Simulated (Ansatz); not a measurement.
## Zn2InO: stable or not

The cell was found from a structure generator's guess, not taken from experiment.

Method: DFT PBE, scalar-relativistic, plane waves, PAW (Ansatz 0.2.0). Plane waves to 420 eV, a 14×14×8 mesh through Γ for the 4-atom cell and 0.10 eV Gaussian smearing; no spin polarisation.

```
Zn In O
1.0
     3.20569    0.00000    0.00000
     0.00000    3.20569    0.00000
     0.00000    0.00000    6.84661
Zn In O
2 1 1
Direct
  0.50000 0.00000 0.82356
  0.00000 0.50000 0.17644
  0.50000 0.50000 0.50000
  0.00000 0.00000 0.00000
```

The zero of energy is the elements' standard structures at the same level (O₂ as a molecule); no fitted shifts are applied.

Question: These tests were run: energy against the elements; random kick, then relaxation without symmetry; phonons on a 2×2×1 q mesh. What do they show?

Answer:

| test | result |
| --- | --- |
| energy against the elements | −0.58 eV/atom |
| random kick, then relaxation without symmetry | returns |
| phonons on a 2×2×1 q mesh | imaginary modes down to 20i cm⁻¹ |

It fails none of these tests outright. Other phases of the system weren't compared here, so this isn't yet thermodynamic stability. Undecided within the accuracy: phonons on a 2×2×1 q mesh.

An odd number of electrons in the primitive cell allows no gap without spin; a larger cell or a magnetic state could open one. The kick test ran on a coarse mesh. The run for the phonons used a 14×14×8 k mesh and Fermi–Dirac smearing of 0.15 eV.
